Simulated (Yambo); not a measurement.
Convergence of the G0W0 gap of CdCl2

G0W0@PBEsol for CdCl2 (space group R-3m, No. 166) in Yambo. Reference settings: 4×4×4 Γ-centred k mesh, bands 5 to 147 and a 8 Ry block in the screening, 147 bands in G with the Bruneval-Gonze terminator, plasmon pole fitted at 27.2 eV. The PBEsol gap F → Γ on this mesh is 3.44 eV; G0W0 gaps are taken between the same points.

```tsv
change from the reference	G0W0 gap F → Γ (eV)	shift of the valence edge (eV)	rough Yambo cost
reference settings	5.72	-1.53	1
81 bands in W, 81 bands in G	5.78	-1.43	about 1/2
113 bands in W, 113 bands in G	5.73	-1.49	within a factor of two
wavefunctions cut at 20 Ry	5.54	-1.41	about 1/5
wavefunctions cut at 10 Ry	5.29	-1.03	about 1/5
35 bands in W, 35 bands in G, 3 Ry block	5.94	-1.12	about 1/5
56 bands in W, 56 bands in G, 3 Ry block	5.71	-1.19	about 1/3
81 bands in W, 81 bands in G, 2 Ry block	5.61	-1.20	about 1/3
113 bands in W, 113 bands in G, 5 Ry block	5.66	-1.38	within a factor of two
2 Ry block	5.53	-1.21	within a factor of two
2×2×2 mesh	5.64	-1.35	about 1/20
56 bands in W, 56 bands in G, 3 Ry block, no terminator	5.72	-1.07	about 1/4
81 bands in W, 81 bands in G, no terminator	5.72	-1.21	about 1/2
3 Ry block, no terminator	5.51	-1.20	within a factor of two
no terminator	5.68	-1.41	within a factor of two
```

The reference isn't shown to be the converged limit. Costs are rough (shared machines), scaled to the same edge states, and given only for runs that recompute the screening.

Spin-orbit splittings are left out.

Geometry of the Materials Project entry, not relaxed at this level; primitive cell a = 6.499 Å, b = 6.499 Å, c = 6.499 Å, α = 34.52°, β = 34.52°, γ = 34.52°.

A shift is the quasiparticle energy of the state minus its PBEsol energy.

The distance between layers or molecules is the database entry's, not relaxed here. Functionals without dispersion can leave it too large, which widens gaps and weakens the response across layers: the numbers belong to this cell.
